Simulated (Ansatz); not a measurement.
Sb$_{2}$Pt in space group Pa-3 (No. 205; Sb on 8c, Pt on 4a) under volume change, PBEsol (plane waves, PAW; program Ansatz), shape and atoms relaxed at each volume.

```
V (Å³/atom)  E − E(relaxed) (meV/atom)  P (GPa)
-----------  -------------------------  -------
20.462                            83.3    14.52
21.137                            34.6     8.77
21.811                             8.1     3.97
22.486                             0.0    -0.01
23.161                             7.1    -3.27
23.835                            26.8    -6.01
24.510                            57.0    -8.29
```

Q: What does a third-order Birch–Murnaghan fit give for V₀, B₀ and B′?

A: V₀ = 22.49 Å³/atom, B₀ = 120 GPa, B′ = 5.2.

The cell was relaxed with PBEsol under the symmetry of its start. The run is not spin-polarised. Scalar-relativistic: spin–orbit coupling is off unless named, which matters more the heavier the elements.

Potentials: the later of the program's two PAW sets.
